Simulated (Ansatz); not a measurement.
Simulated powder pattern, Cu Kα, λ = 1.54184 Å (kinematic, ideal powder, no thermal factors, no anomalous dispersion; the 30 strongest lines at most, above 1 %, up to 2θ = 90°):

```
2θ (°)  I/Imax (%)
------  ----------
34.49          100
49.57           74
61.78           26
72.72           12
83.03           35
```

The pattern belongs to a structure relaxed with the program Ansatz at the PBE level (PAW).

Q: Pick the material that matches.
A) MgO, rock salt
B) BP, rock salt
C) WC, Cmcm (C on 4c, W on 4c)
D) IrW, rock salt

A: D, IrW, rock salt

Q: Give the lattice parameters.

A: a = 5.202 Å.

Space group Fm-3m (rock salt). The start of the workflow was typed in or built on a structure type; neither database checked (COD, Materials Project) lists it. COD files the formula under space group No. 51. Whether it is the stable phase at ambient conditions was not checked. Symmetry was held in the PBE relaxation; whether a distortion lowers the energy is not shown. No spin polarisation was allowed. The volume moved by 18 % from the start of the relaxation. Its formation energy is positive at this level, so the cell may be metastable or incomplete. Scalar-relativistic: spin–orbit coupling is off unless named, which matters more the heavier the elements.

Potentials: the later of the program's two PAW sets.
